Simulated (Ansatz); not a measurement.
**Trial structures of In₃SbTe₂: starts and ends**

Theory: DFT PBE, scalar-relativistic, plane waves, PAW in Ansatz 0.2.0. All cells share a 420 eV cutoff and Γ-centred k meshes spaced at most about 0.3 Å⁻¹ (about 0.25 or finer for metals, 2π included). No spin polarisation in the final relaxations.

Each guess was relaxed in cell and atoms at zero pressure, within the symmetry of its start. Temperature and zero-point effects are left out. Coordination counts Sb or Te atoms around In (for each partner element, those within 1.25 times its shortest distance or 1.15 times the sum of covalent radii, where it is the nearest in units of that sum or under 1.3; a plus sign parts groups by distance over the sum of covalent radii; the shortest distance is added where it exceeds 1.18 times the sum of covalent radii).

```tsv
guess	made from	start group	V start (Å³/atom)	end group	V end (Å³/atom)	coordination at the end	gap on mesh (eV)	E over the lowest end (meV/atom)
1	random cell	P6/mmm	31.7	?	?	?	?	?
2	a Materials Project cell	P-3m1	30.4	P-3m1	30.2	In 6	0	8
3	random cell	P6mm	34.6	P6mm	32.2	In 4 from 3.3 Å	0	419
4	a Materials Project cell	Immm	30.4	Immm	30.2	In 6	0	0
```

Guess 1 as it starts:

```xyz
6
Lattice="5.1635 0.0000 0.0000 -2.5818 4.4717 0.0000 0.0000 0.0000 8.2480" Properties=species:S:1:pos:R:3 pbc="T T T"
In    2.5818    0.0000    4.1240
In   -1.2909    2.2359    4.1240
In    1.2909    2.2359    4.1240
Sb    0.0000    0.0000    4.1240
Te    0.0000    2.9812    0.0000
Te    2.5818    1.4906    0.0000
```

Q: Predict the end of this guess and its energy over the lowest end.

A: It ends in space group P6/mmm (No. 191), with a = 7.189 Å, c = 4.524 Å, 33.7 Å³/atom and no gap. It lies 0.33 eV/atom over the lowest end, above guess 2 and below guess 3. Counting Sb or Te atoms around In, this end has In 4+2 and the lowest (guess 4) has In 6.

```
In Sb Te
1.0
     7.18897    0.00000    0.00000
    -3.59449    6.22583    0.00000
     0.00000    0.00000    4.52422
In Sb Te
3 1 2
Direct
  0.50000 0.00000 0.50000
  0.00000 0.50000 0.50000
  0.50000 0.50000 0.50000
  0.00000 0.00000 0.50000
  0.33333 0.66667 0.00000
  0.66667 0.33333 0.00000
```

Energies over the elements count from the elements' standard structures at the same level, with no fitted energy shifts.

Q: Is the lowest end bound against the elements?

A: Yes: its formation energy is −0.21 eV/atom. Whether it is stable depends on the other phases of the system, which aren't compared here.

The k mesh leaves some 4 meV/atom of noise in the energy of each metallic cell. Spin–orbit coupling, which can matter for Sb and Te, is left out. The reference form of Te is held partly by dispersion forces, which this level lacks. Cells relaxed within their symmetry can be saddle points. Some structure types and database cells were kept out of the candidates from the start, so a known form may be missing.
